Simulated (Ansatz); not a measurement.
BiTePd:
```
CELL_PARAMETERS angstrom
      6.64567     0.00000     0.00000
      0.00000     6.64567     0.00000
      0.00000     0.00000     6.64567
ATOMIC_POSITIONS crystal
  Bi 0.36712 0.36712 0.36712
  Bi 0.13288 0.63288 0.86712
  Bi 0.86712 0.13288 0.63288
  Bi 0.63288 0.86712 0.13288
  Te 0.62673 0.62673 0.62673
  Te 0.87327 0.37327 0.12673
  Te 0.12673 0.87327 0.37327
  Te 0.37327 0.12673 0.87327
  Pd 0.00568 0.00568 0.00568
  Pd 0.49432 0.99432 0.50568
  Pd 0.50568 0.49432 0.99432
  Pd 0.99432 0.50568 0.49432
```

Relaxed with PBEsol. Special points in fractions of this cell's reciprocal vectors: Γ (0.000, 0.000, 0.000); X (0.000, 0.500, 0.000); M (0.500, 0.500, 0.000); R (0.500, 0.500, 0.500); X1 (0.500, 0.000, 0.000).

Problem. List the band energies nearest the Fermi level at these points for PBEsol in the plane-wave PAW code Ansatz.

Solution. In eV from the Fermi level; about four levels below and three above (degenerate sets whole), none deeper than 8.9 eV; points with the same levels are listed once.

| k | below | above |
|---|---|---|
| Γ | -1.18 -1.18 -1.18 -0.77 -0.77 -0.77 | 0.30 1.94 1.94 1.94 |
| X | -1.27 -1.27 -0.34 -0.34 | 0.63 0.63 1.38 1.38 |
| M | -1.27 -1.27 -1.18 -1.18 | 0.38 0.38 0.42 0.42 |
| R | -0.83 -0.83 -0.83 -0.83 | 1.70 1.70 1.70 1.70 |

Space group P2_13. The first step of the workflow began from a Materials Project structure, measured or hypothetical; the Crystallography Open Database copy checked does not list it. Its standing as an ambient phase is unchecked. The cell was relaxed with PBEsol under the symmetry of its start; its stability against distortions is not shown here. No spin polarisation was allowed. Spin–orbit coupling is left out wherever it is not named.

Potentials: the later of the program's two PAW sets.
